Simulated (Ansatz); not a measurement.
Y (P6_3/mmc): phonons

Level of theory: PBEsol, PAW on Ansatz 0.2.0's default frozen-core files (fitted under PBE), scalar-relativistic.

The cell comes from a PAW relaxation under the same functional.

Launched as:

```sh
ansatz run input.yaml --threads 1 --pin off --max-ram 3072MiB --backend cpu --events-out ev --progress --plain --runs-dir out
```

Input:

```yaml
crystal:
  lattice:
    - [3.59572727805, 0.0, 0.0]
    - [-1.79786363902, 3.11399116787, 0.0]
    - [0.0, 0.0, 5.5984482869]
  atoms:
    - { symbol: "Y", position: [0.333333333333, 0.666666666667, 0.25] }
    - { symbol: "Y", position: [0.666666666667, 0.333333333333, 0.75] }
kpoints:
  mp_grid: { grid: [12, 12, 6] }
scf:
  occupations: { method: fermi_dirac, width: 0.08 }
hamiltonian:
  xc: pbesol
  pseudopotentials: { kind: paw }
phonons:
  qmesh: [3, 3, 1]
  qpath:
    path:
      - [0.0, 0.0, 0.0]
      - [0.5, 0.0, 0.0]
      - [0.3333333333, 0.3333333333, 0.0]
      - [0.0, 0.0, 0.0]
      - [0.0, 0.0, 0.5]
      - [0.5, 0.0, 0.5]
      - [0.3333333333, 0.3333333333, 0.5]
      - [0.0, 0.0, 0.5]
      - [0.5, 0.0, 0.5]
    npoints: 6
  temperatures: { t_min: 0, t_max: 1000, t_step: 100 }
```

Output (shortened where marked):

```
Warning: RAYON_NUM_THREADS=1 ignored (pool sized by the plan → 1); use --threads N
Engine: ansatz 0.2.0, x86_64-unknown-linux-gnu
Pseudopotentials: kind: paw
Pseudopotential: Y, paw, valence charge 11, recommended cutoff 420 eV (normal), Y.paw.azcp
Functional definition: PBEsol
  exchange = pbesol_x
  correlation = pbesol_c
Crystal: 6 atoms, lattice volume = 188.059 Å³
Basis set: ecut = 420 eV, 3659 PW (Γ), FFT grids on a1, 2a1+a2, a3, exchange–correlation on 50×128×80 points (8 copies of the dense FFT grid, shifted against one another)
Bands: 45, of which v1, the nominal top of the filled ones, is band 33 counted from 1 (32 counted from 0)
Symmetry: 24 space group operations
k-points: 68 of 288
Non-local potential: Y, projectors of the file, l = 0: 3, l = 1: 2, l = 2: 2, l = 3: 1
PAW form: soft (Blöchl's): semilocal exchange-correlation on the pseudo side does not see the compensation charge
PAW frozen core: Y, regenerated for the run's functional, and the local potential with it (the file was generated under x = pbe(κ = 0.804, μ = 0.2195149727645171), c = pbe(β = 0.06672455060314922))
PAW one-centre angular grid: Y, 590 points (default); XC on 64 Gauss nodes
Initial density: handed on by an earlier stage of this run
Initial wavefunctions: those handed on with the density
Functional: x = pbesol(κ = 0.804, μ = 0.12345679012345678), c = pbesol(β = 0.046)
SCF iter   1: F=—  HF=-22770.552741 eV  |F-HF|=—  |Δ(HF+E_count)|=         —  Δρ=1.30e-7  dr2=3.15e-11  ethr=1.00e-12  ⟨swp⟩=8.1  Hψ=10189  notcnv=0
preconditioner: auto → Kerker (q_TF=auto, 2.291 Å⁻¹)  [metal: Δε(μ)=0.008 eV  Ē_g=2.594 eV  σ=0.080 eV  W_gap=0.02  n_scr=34 (ndim 8)  ℏωp=11.5 eV  f_vac=0.000  D(μ)=10.86/eV (n_scr^D=104)]
SCF iter   2: F=-22770.552741 eV  HF=-22770.552741 eV  |F-HF|=2.18e-11  |Δ(HF+E_count)|=    0.00e0  Δρ=6.88e-8  dr2=9.43e-12  ethr=1.00e-12  ⟨swp⟩=3.0  Hψ=7502  notcnv=0
SCF 1 converged in 2 iterations: F = -22770.552741 eV  dr2 = 9.43e-12
[... 58 lines left out ...]
Fermi energy:    9.753834 eV
--- Per-component energies (eV) ---
  E_band       = -694.764150
  E_kinetic    = 1830.546435
  E_local      = -3591.923556  (includes V_loc(G=0)·N_el)
  E_nonlocal   = 311.220107
  E_hartree    = 1135.618374
  E_xc         = -1029.127480
  E_vxc        = -1187.487816  (∫ρ·V_xc dr)
  E_paw        = -16640.955148  (= ΣΔE_a)
  E_vpaw       = -328.355902  (= ΣTr[D̂ρ^β])
  E_aug_tail   = 0.000014  (compensation charges beyond the density's cutoff)
  E_ewald      = -4786.595902
  E_core_change = 0.892637  (= ΣΔE_core)
  E_smearing   = -0.228223  (= −TS)
  E_closure    = 0.000000  (closes the sum)
  Σ components = -22770.552741   (vs F -22770.552741, Δ=0.00e0)
--- Forces (eV/Å), atoms counted from 1 ---
  atom   1  Y     -0.00000000     0.00000001     0.00000000
  atom   2  Y      0.00000000    -0.00000001    -0.00000000
  atom   3  Y     -0.00000000     0.00000001     0.00000000
  atom   4  Y      0.00000000    -0.00000001     0.00000000
  atom   5  Y     -0.00000000     0.00000001    -0.00000000
  atom   6  Y      0.00000000    -0.00000001     0.00000000
  max |Σ_I F_I| component: 1.16e-18 eV/Å
--- Phonons: 4 displaced members + 2 references (amplitude of the first 0.0025 Å, Σ member SCF iterations 26) ---
  ASR residual: 4.934e-5 → 0.000e0 eV/Å²; symmetrization residual: 4.364e-5 eV/Å²
  largest component of a force at the reference: 6.1e-9 eV/Å
  ASR residual per site (eV/Å²): 4.93e-5 4.93e-5
  Γ frequencies (cm⁻¹): 0.00 0.00 0.00 86.39 86.39 151.78
--- Phonons (by wavevector): 3 wavevectors in 2 supercells ---
  supercell 1 (3 cells, vectors [1, 0, 0], [0, 3, 0], [0, 0, 1] in multiples of the cell's): 3 displaced members by 0.0025 Å; free energy -22770.552741 eV; taken off its force constants: by the sum rule 4.9e-5, by the ...
  symmetry images taken by strict's conditions (phonons.symmetry_images: auto; settled by no image being taken that strict refuses)
  supercell 2 (3 cells, vectors [1, -1, 0], [0, 3, 0], [0, 0, 1] in multiples of the cell's): 1 displaced member by 0.0025 Å; free energy -22770.552741 eV; taken off its force constants: by the sum rule 1.8e-5, by the ...
  symmetry images taken by strict's conditions (phonons.symmetry_images: auto; settled by no image being taken that strict refuses)
  q = [0.0000, 0.0000, 0.0000] (star 1, supercell 1; hermiticity 5.35e-17, symmetrization 3.85e-7): -0.00 0.00 0.00 86.39 86.39 151.78
  q = [0.0000, 0.3333, 0.0000] (star 6, supercell 1; hermiticity 2.14e-16, symmetrization 1.07e-16): 68.81 71.08 116.80 121.11 129.11 146.70
  q = [0.3333, 0.3333, 0.0000] (star 2, supercell 2; hermiticity 2.28e-16, symmetrization 9.12e-16): 109.48 109.48 110.04 110.04 130.46 140.45
  joined force constants: q→R imaginary residual 1.29e-16
  density of states and harmonic sums: on the 21×21×11 q-mesh, interpolated from the force constants of a 3×3×1 supercell (no non-analytic term)
  largest difference from the sums on the solved wave vectors: F 6.69e-2 eV, S 9.55e-5 and C_V 2.87e-5 eV/K
```

The run converged.

### Zone-centre phonons

Harmonic phonons of a crystal by Kohn-Sham DFT at the given cell, standard atomic masses, acoustic sum rule imposed; negative wavenumbers are unstable modes; optical zone-centre levels upwards with Mulliken labels, activity, and the element with most of the kinetic energy.

* Point group: 6/mmm

```tsv
number	phonon wavenumber (cm⁻¹)	label	infrared	raman	lead element
1	86.4	E2g	no	yes	Y
2	151.8	B1g	no	no	Y
```

Harmonic thermodynamics:

Sums over wave vectors interpolated from the q mesh.

- Zero point energy: 20.13 meV/atom

```
temperature (K)  phonon heat capacity (k_B/atom)  phonon entropy (k_B/atom)  phonon free energy (meV/atom)
            100                            2.446                      2.065                           13.3
            200                            2.846                      3.926                         -13.24
            300                             2.93                      5.099                         -52.45
            400                             2.96                      5.947                         -100.2
            500                            2.974                      6.609                         -154.4
            600                            2.982                      7.152                         -213.8
            700                            2.987                      7.612                         -277.4
            800                             2.99                      8.011                         -344.8
            900                            2.992                      8.363                         -415.4
           1000                            2.993                      8.678                         -488.8
```

**Phonons on the q mesh**

One row a degenerate set, branches counted upwards.

- Unstable phonons: no

```csv
point,q a (r.l.u.),q b (r.l.u.),q c (r.l.u.),branch,phonon wavenumber (cm⁻¹),degeneracy
Gamma,0,0,0,4,86.4,2
Gamma,0,0,0,6,151.8,1
0.333/0/0,0.3333,0,0,1,68.8,1
0.333/0/0,0.3333,0,0,2,71.1,1
0.333/0/0,0.3333,0,0,3,116.8,1
0.333/0/0,0.3333,0,0,4,121.1,1
0.333/0/0,0.3333,0,0,5,129.1,1
0.333/0/0,0.3333,0,0,6,146.7,1
K,0.3333,0.3333,0,1,109.5,2
K,0.3333,0.3333,0,3,110,2
K,0.3333,0.3333,0,5,130.5,1
K,0.3333,0.3333,0,6,140.4,1
```

Keep in mind: frozen-core PAW files fitted under PBE, their cores solved anew for the functional of the run; responses of metals move with mesh and smearing; activity by symmetry alone, a metal screens infrared modes; coarse q mesh.

Time and hardware: 4.4 min on 1 thread of Intel(R) Xeon(R) Platinum 8259CL CPU @ 2.50GHz (Skylake/Cascade Lake), on a shared host, peak memory 1.2 GiB.
